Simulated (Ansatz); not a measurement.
ScAu4:
```xyz
5
Lattice="-3.3039 3.3039 2.0282 3.3039 -3.3039 2.0282 3.3039 3.3039 -2.0282" Properties=species:S:1:pos:R:3 pbc="T T T"
Sc     0.0000     0.0000     0.0000
Au     3.9794     1.3414     0.0000
Au    -0.6755     1.9625     2.0282
Au     1.3414     2.6284     0.0000
Au     1.9625     0.6755     2.0282
```

Relaxed with r²SCAN. Special points in fractions of this cell's reciprocal vectors: Γ (0.000, 0.000, 0.000); X (0.000, 0.000, 0.500); M (-0.500, 0.500, 0.500); Z (0.344, 0.344, -0.344); Z0 (-0.344, 0.656, 0.344); P (0.250, 0.250, 0.250); N (0.000, 0.500, 0.000).

Task: List the band energies nearest the Fermi level at these points for DFT-r²SCAN in the program Ansatz with PAW potentials.

Result: In eV from the Fermi level; about four levels below and three above (degenerate sets whole), none deeper than 8.9 eV; points with the same levels are listed once.

```tsv
k	below	above
Γ	-3.58 -2.71 -2.54 -2.05	0.62 1.58 1.58
X	-3.09 -3.05 -2.80 -2.65	0.82 1.08 1.35
M	-2.70 -2.70 -2.20 -2.20 -2.18	1.61 2.38 2.45 2.45
Z	-2.02 -1.85 -1.85 -0.11	2.00 2.36 2.36
P	-2.31 -2.31 -2.12 -1.52	1.80 1.95 1.95
N	-2.87 -2.10 -1.10 -0.72	1.29 1.39 1.64
```

Space group I4/m. The workflow started from a Materials Project entry (that database holds measured and hypothetical structures alike); the Crystallography Open Database copy checked does not list it. With Sc and Au taken as one species the cell has the higher symmetry Fm-3m, so it may be an ordered model of a mixed-site phase. Whether it is the stable phase at ambient conditions was not checked. Symmetry was held in the r²SCAN relaxation; whether a distortion lowers the energy is not shown. No spin polarisation was allowed. Spin–orbit coupling is left out wherever it is not named.

Potentials: the later of the program's two PAW sets.
